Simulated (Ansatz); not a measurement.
In PBEsol (plane waves, PAW; program Ansatz), CuCl in the CsCl type structure (Pm-3m) relaxes to a = 3.116 Å. Cu has 8 nearest neighbours from 2.70 Å (cubic); Cl has 8 nearest neighbours from 2.70 Å (cubic). Its formation energy from the elements is 0.055 eV/atom, with no fitted shifts.

Electronic character: no gap, with almost no states at the Fermi level (zero-gap or semimetallic). HSE06 on the same cell gives 1.95 eV (a hybrid on a coarse mesh can open a false gap in a semimetal). The magnetic state found is non-magnetic (starting moments vanished).

An equation-of-state fit gives a bulk modulus of 76.3 GPa. The relaxed-ion elastic constants in GPa are C11 = 144, C12 = 41.9, C44 = -36.0.

The start of the workflow was typed in or built on a structure type; neither database checked (COD, Materials Project) lists it. It is not the phase usual at ambient conditions (space group No. 216). Symmetry was held in the PBEsol relaxation. At this level the phase is dynamically unstable (imaginary phonons). The workflow began spin-polarised and lost its moments. The compound may be a true metal, but semilocal functionals without U, or a wrong spin order, can also close a gap. As this level gives no gap, shear constants depend on the k-mesh and smearing (Fermi–Dirac, 0.1 eV here). The references are the lowest solids computed at this level, not always the standard phases (solids in place of the gases).

Potentials: the later of the program's two PAW sets.
